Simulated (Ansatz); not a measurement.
TaNOF in space group Pmmm (No. 47; Ta on 1a, N on 1e, O on 1b, F on 1c), a = 3.880 Å, b = 3.945 Å, c = 4.071 Å, α = 90.00°, β = 90.00°, γ = 90.00°.

Relaxed with PBEsol.

Task: Decompose the optical modes at the zone centre into irreducible representations, and say which are infrared and Raman allowed.

Result: Point group mmm: Γ_opt = 3B1u + 3B2u + 3B3u. Infrared: B1u, B2u, B3u. Raman: none.

Task: Assign frequencies (DFPT, PBEsol (plane waves, PAW; program Ansatz)).

Result: B3u 130i, B1u 87, B2u 137, B1u 139, B3u 169, B2u 234, B1u 482, B2u 515, B3u 555 cm⁻¹.

Subscripts of B labels follow the axes of the standard setting.

The start of the workflow was typed in or built on a structure type; neither database checked (COD, Materials Project) lists it. Whether it is the stable phase at ambient conditions was not checked. The cell keeps a stress of up to 0.3 GPa. The PBEsol relaxation kept the symmetry of its start. At this level the phase is dynamically unstable (imaginary phonons). The run is not spin-polarised. With an odd number of electrons in the cell and no spin polarisation, the count alone makes it a metal. As this level gives no gap, phonon frequencies hold no LO–TO term and depend on the k-mesh and smearing (Fermi–Dirac, 0.1 eV here). Scalar-relativistic: spin–orbit coupling is off unless named, which matters more the heavier the elements.

Potentials: the earlier of the program's two PAW sets. The files were generated under PBE; for other functionals the program regenerates the frozen cores, and for LDA and PBEsol the local potential too.
